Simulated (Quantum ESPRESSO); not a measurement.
# Si3NO4F: finding a planted mistake in a log

Simulated, not a measurement. The program is pw.x of Quantum ESPRESSO 7.5 (plane-wave density functional theory). The cell is made up: 9 atoms on a quartz lattice, with randomly drawn elements, strain and displacements, not relaxed. PseudoDojo standard norm-conserving files (v0.5 for PBE, v0.4.1 for LDA and PBEsol) set the functional; there is no spin polarisation, spin-orbit coupling or dispersion term, and the masses in the input are unused placeholders.

Intended input:

```
&control calculation='scf', pseudo_dir='./dojo.nc.sr.pbe.v0_5.standard.upf', outdir='./o', disk_io='medium', tprnfor=.true., tstress=.true. /
&system ibrav=0, nat=9, ntyp=4, nbnd=30, ecutwfc=84.00895049, nosym=.true., tot_charge=0,
 occupations='smearing', smearing='fd', degauss=0.0018374661
/
&electrons conv_thr=7.350e-09, electron_maxstep=60, /
ATOMIC_SPECIES
F 1.0 F.upf
N 1.0 N.upf
O 1.0 O.upf
Si 1.0 Si.upf
CELL_PARAMETERS angstrom
5.1178 0.0651 0.0056
-2.5026 4.2879 -0.0298
0.0061 -0.0342 5.6239
ATOMIC_POSITIONS angstrom
Si 2.3305 -0.0733 3.7715
Si -1.1416 1.9709 1.818
Si 1.3192 2.449 -0.0186
N 1.4786 1.2466 4.3548
O 3.4045 0.6726 2.5525
O 2.8017 2.7276 0.6363
O 0.2732 1.8942 1.2235
F -0.9908 3.2482 3.0316
O 0.8716 3.6602 4.8987
K_POINTS automatic
5 5 4 1 1 1
```

The log is shortened where brackets say so; the opening notice, blank lines, dates and the lines on written files are dropped, and the path of the files is cut. It prints rydbergs, bohrs and kilobars, and counts compression as positive stress. Where no state is partly filled, the Fermi energy that it prints is only some level between the filled and the empty states on the mesh, and need not lie in the true gap.

Log of the intended run:

```
     Program PWSCF v.7.5
     Parallel version (MPI & OpenMP), running on       1 processor cores
     Number of MPI processes:                 1
     Threads/MPI process:                     1
     [start-up lines left out]
     bravais-lattice index     =            0
     lattice parameter (alat)  =       9.6720  a.u.
     unit-cell volume          =     838.9912 (a.u.)^3
     number of atoms/cell      =            9
     number of atomic types    =            4
     number of electrons       =        48.00
     number of Kohn-Sham states=           30
     kinetic-energy cutoff     =      84.0090  Ry
     charge density cutoff     =     336.0358  Ry
     scf convergence threshold =      7.3E-09
     mixing beta               =       0.7000
     number of iterations used =            8  plain     mixing
     Exchange-correlation= PBE
                           (   1   4   3   4   0   0   0)
     [axes and pseudopotential details left out]
   Cartesian axes
     site n.     atom                  positions (alat units)
         1        Si     tau(   1) = (   0.4553343  -0.0143214   0.7368777  )
         2        Si     tau(   2) = (  -0.2230464   0.3850755   0.3552018  )
         3        Si     tau(   3) = (   0.2577460   0.4784869  -0.0036341  )
         4        N      tau(   4) = (   0.2888897   0.2435614   0.8508432  )
         5        O      tau(   5) = (   0.6651730   0.1314129   0.4987088  )
         6        O      tau(   6) = (   0.5473976   0.5329200   0.1243206  )
         7        O      tau(   7) = (   0.0533780   0.3700898   0.2390481  )
         8        F      tau(   8) = (  -0.1935830   0.6346351   0.5923156  )
         9        O      tau(   9) = (   0.1702937   0.7151318   0.9571106  )
     number of k points=    50  Fermi-Dirac smearing, width (Ry)=  0.0018
                       cart. coord. in units 2pi/alat
        k(    1) = (   0.0976293   0.1771421   0.1147317), wk =   0.0400000
        k(    2) = (   0.0973622   0.1785675   0.3422615), wk =   0.0400000
     [further k points left out]
     Dense  grid:    87213 G-vectors     FFT dimensions: (  60,  60,  64)
     Estimated max dynamical RAM per process >     112.29 MB
     Initial potential from superposition of free atoms
     starting charge      47.9981, renormalised to      48.0000
     Starting wfcs are   36 randomized atomic wfcs
     total cpu time spent up to now is       15.7 secs
     per-process dynamical memory:    69.8 Mb
     Self-consistent Calculation
     iteration #  1     ecut=    84.01 Ry     beta= 0.70
     Davidson diagonalization with overlap
     ethr =  1.00E-02,  avg # of iterations =  3.0
     total cpu time spent up to now is       52.6 secs
     total energy              =    -226.99379249 Ry
     estimated scf accuracy    <       2.75248533 Ry
     iteration #  2     ecut=    84.01 Ry     beta= 0.70
     Davidson diagonalization with overlap
     ethr =  5.73E-03,  avg # of iterations =  3.1
     total cpu time spent up to now is       87.5 secs
     total energy              =    -227.45354577 Ry
     estimated scf accuracy    <       3.17139125 Ry
     [iterations 3 to 11 left out]
     iteration # 12     ecut=    84.01 Ry     beta= 0.70
     Davidson diagonalization with overlap
     ethr =  8.13E-11,  avg # of iterations =  2.0
     total cpu time spent up to now is      401.5 secs
     total energy              =    -228.17459616 Ry
     estimated scf accuracy    <       0.00000001 Ry
     iteration # 13     ecut=    84.01 Ry     beta= 0.70
     Davidson diagonalization with overlap
     ethr =  2.10E-11,  avg # of iterations =  2.0
     total cpu time spent up to now is      426.9 secs
     End of self-consistent calculation
     [lines on levels left out]
     the Fermi energy is     5.9570 ev
!    total energy              =    -228.17459617 Ry
     estimated scf accuracy    <          8.3E-10 Ry
     smearing contrib. (-TS)   =      -0.00000000 Ry
     internal energy E=F+TS    =    -228.17459617 Ry
     The total energy is F=E-TS. E is the sum of the following terms:
     one-electron contribution =    -116.60053486 Ry
     hartree contribution      =      82.49628449 Ry
     xc contribution           =     -60.71453308 Ry
     ewald contribution        =    -133.35581271 Ry
     convergence has been achieved in  13 iterations
     Forces acting on atoms (cartesian axes, Ry/au):
     atom    1 type  4   force =     0.24096351    0.47283491    0.24950619
     atom    2 type  4   force =    -0.21517088   -0.09052681   -0.09322405
     atom    3 type  4   force =     0.09484281   -0.29017392   -0.00132676
     atom    4 type  2   force =    -0.01027208   -0.03858302    0.01331334
     atom    5 type  3   force =     0.00208738    0.01109935   -0.00637813
     atom    6 type  3   force =     0.11029589   -0.03029411    0.13865532
     atom    7 type  3   force =     0.07465274    0.03131729   -0.03230235
     atom    8 type  1   force =    -0.19685021   -0.24141650   -0.16261112
     atom    9 type  3   force =    -0.10054917    0.17574280   -0.10563245
     Total force =     0.847198     Total SCF correction =     0.000034
     Computing stress (Cartesian axis) and pressure
          total   stress  (Ry/bohr**3)                   (kbar)     P=       19.65
   0.00008783   0.00022452   0.00028423           12.92       33.03       41.81
   0.00022452   0.00052070   0.00050856           33.03       76.60       74.81
   0.00028423   0.00050856  -0.00020781           41.81       74.81      -30.57
     init_run     :     13.99s CPU     15.63s WALL (       1 calls)
     electrons    :    390.80s CPU    411.21s WALL (       1 calls)
     forces       :      6.55s CPU      6.71s WALL (       1 calls)
     stress       :     21.93s CPU     22.07s WALL (       1 calls)
     [timing details left out]
     PWSCF        :   7m13.49s CPU   7m36.32s WALL
     JOB DONE.
```

A second run was made from an input with one planted mistake. Its log:

```
     Program PWSCF v.7.5
     Parallel version (MPI & OpenMP), running on       1 processor cores
     Number of MPI processes:                 1
     Threads/MPI process:                     1
     [start-up lines left out]
     bravais-lattice index     =            0
     lattice parameter (alat)  =       9.7968  a.u.
     unit-cell volume          =     871.8635 (a.u.)^3
     number of atoms/cell      =            9
     number of atomic types    =            4
     number of electrons       =        48.00
     number of Kohn-Sham states=           30
     kinetic-energy cutoff     =      84.0090  Ry
     charge density cutoff     =     336.0358  Ry
     scf convergence threshold =      7.3E-09
     mixing beta               =       0.7000
     number of iterations used =            8  plain     mixing
     Exchange-correlation= PBE
                           (   1   4   3   4   0   0   0)
     [axes and pseudopotential details left out]
   Cartesian axes
     site n.     atom                  positions (alat units)
         1        Si     tau(   1) = (   0.4553432  -0.0143127   0.7368897  )
         2        Si     tau(   2) = (  -0.2230421   0.3850722   0.3552124  )
         3        Si     tau(   3) = (   0.2577436   0.4784903  -0.0036264  )
         4        N      tau(   4) = (   0.2888958   0.2435660   0.8508509  )
         5        O      tau(   5) = (   0.6651721   0.1314180   0.4987055  )
         6        O      tau(   6) = (   0.5473917   0.5329247   0.1243195  )
         7        O      tau(   7) = (   0.0533735   0.3700845   0.2390523  )
         8        F      tau(   8) = (  -0.1935874   0.6346372   0.5923165  )
         9        O      tau(   9) = (   0.1702859   0.7151314   0.9571156  )
     number of k points=    50  Fermi-Dirac smearing, width (Ry)=  0.0018
                       cart. coord. in units 2pi/alat
        k(    1) = (   0.0976300   0.1771434   0.1147306), wk =   0.0400000
        k(    2) = (   0.0973617   0.1785690   0.3422614), wk =   0.0400000
     [further k points left out]
     Dense  grid:    90747 G-vectors     FFT dimensions: (  60,  60,  64)
     Estimated max dynamical RAM per process >     115.89 MB
     Initial potential from superposition of free atoms
     starting charge      47.9981, renormalised to      48.0000
     Starting wfcs are   36 randomized atomic wfcs
     total cpu time spent up to now is        9.9 secs
     per-process dynamical memory:    89.1 Mb
     Self-consistent Calculation
     iteration #  1     ecut=    84.01 Ry     beta= 0.70
     Davidson diagonalization with overlap
     ethr =  1.00E-02,  avg # of iterations =  3.0
     total cpu time spent up to now is       41.1 secs
     total energy              =    -226.98322889 Ry
     estimated scf accuracy    <       2.73276567 Ry
     iteration #  2     ecut=    84.01 Ry     beta= 0.70
     Davidson diagonalization with overlap
     ethr =  5.69E-03,  avg # of iterations =  3.0
     total cpu time spent up to now is       65.5 secs
     total energy              =    -227.29877937 Ry
     estimated scf accuracy    <       3.73514464 Ry
     [iterations 3 to 11 left out]
     iteration # 12     ecut=    84.01 Ry     beta= 0.70
     Davidson diagonalization with overlap
     ethr =  8.13E-11,  avg # of iterations =  2.2
     total cpu time spent up to now is      332.8 secs
     total energy              =    -228.17257140 Ry
     estimated scf accuracy    <       0.00000001 Ry
     iteration # 13     ecut=    84.01 Ry     beta= 0.70
     Davidson diagonalization with overlap
     ethr =  2.62E-11,  avg # of iterations =  2.0
     total cpu time spent up to now is      362.5 secs
     End of self-consistent calculation
     [lines on levels left out]
     the Fermi energy is     4.8736 ev
!    total energy              =    -228.17257140 Ry
     estimated scf accuracy    <          4.1E-10 Ry
     smearing contrib. (-TS)   =      -0.00000000 Ry
     internal energy E=F+TS    =    -228.17257140 Ry
     The total energy is F=E-TS. E is the sum of the following terms:
     one-electron contribution =    -119.34846927 Ry
     hartree contribution      =      83.33165925 Ry
     xc contribution           =     -60.49735835 Ry
     ewald contribution        =    -131.65840304 Ry
     convergence has been achieved in  13 iterations
     Forces acting on atoms (cartesian axes, Ry/au):
     atom    1 type  4   force =     0.21926440    0.44824204    0.23926964
     atom    2 type  4   force =    -0.19360594   -0.09661715   -0.09573099
     atom    3 type  4   force =     0.09189321   -0.26692870   -0.01268046
     atom    4 type  2   force =     0.00066427   -0.04057902    0.01729330
     atom    5 type  3   force =     0.00267872    0.02320780   -0.00723580
     atom    6 type  3   force =     0.09382381   -0.03642399    0.13068308
     atom    7 type  3   force =     0.05061189    0.03612053   -0.02870207
     atom    8 type  1   force =    -0.16831301   -0.21186173   -0.14371505
     atom    9 type  3   force =    -0.09701734    0.14484021   -0.09918165
     Total force =     0.781425     Total SCF correction =     0.000031
     Computing stress (Cartesian axis) and pressure
          total   stress  (Ry/bohr**3)                   (kbar)     P=      -36.46
  -0.00030988   0.00021392   0.00025911          -45.59       31.47       38.12
   0.00021392   0.00009774   0.00048606           31.47       14.38       71.50
   0.00025911   0.00048606  -0.00053143           38.12       71.50      -78.18
     init_run     :      9.21s CPU      9.86s WALL (       1 calls)
     electrons    :    335.56s CPU    352.60s WALL (       1 calls)
     forces       :      8.76s CPU      8.91s WALL (       1 calls)
     stress       :     19.59s CPU     19.70s WALL (       1 calls)
     [timing details left out]
     PWSCF        :   6m13.32s CPU   6m31.60s WALL
     JOB DONE.
```

Question: what was wrong in the second input?

Answer: the cell and the positions are scaled by a wrong factor. The input lines that differ, file-writing options aside:

```
- 5.1178 0.0651 0.0056
+ 5.1838 0.0659 0.0057
- -2.5026 4.2879 -0.0298
+ -2.5349 4.3432 -0.0302
- 0.0061 -0.0342 5.6239
+ 0.0062 -0.0346 5.6964
- Si 2.3305 -0.0733 3.7715
+ Si 2.3606 -0.0742 3.8202
- Si -1.1416 1.9709 1.818
+ Si -1.1563 1.9963 1.8415
- Si 1.3192 2.449 -0.0186
+ Si 1.3362 2.4806 -0.0188
- N 1.4786 1.2466 4.3548
+ N 1.4977 1.2627 4.411
- O 3.4045 0.6726 2.5525
+ O 3.4484 0.6813 2.5854
- O 2.8017 2.7276 0.6363
+ O 2.8378 2.7628 0.6445
- O 0.2732 1.8942 1.2235
+ O 0.2767 1.9186 1.2393
- F -0.9908 3.2482 3.0316
+ F -1.0036 3.2901 3.0707
- O 0.8716 3.6602 4.8987
+ O 0.8828 3.7074 4.9619
```

```
                                            intended run  run with the mistake
                          free energy (eV)     -3104.474             -3104.446
                    smearing term -TS (eV)        0.0000                0.0000
                            pressure (GPa)          1.96                 -3.65
            largest force component (eV/Å)        12.157                11.525
largest change of a force component (eV/Å)                               0.795
                                iterations            13                    13
```

For scale, a rerun of the intended cell at 1437 eV and a 7 x 7 x 6 mesh moved values by no more than 0.002 eV in energy, 0.02 GPa in stress and 0.002 eV/Å in force.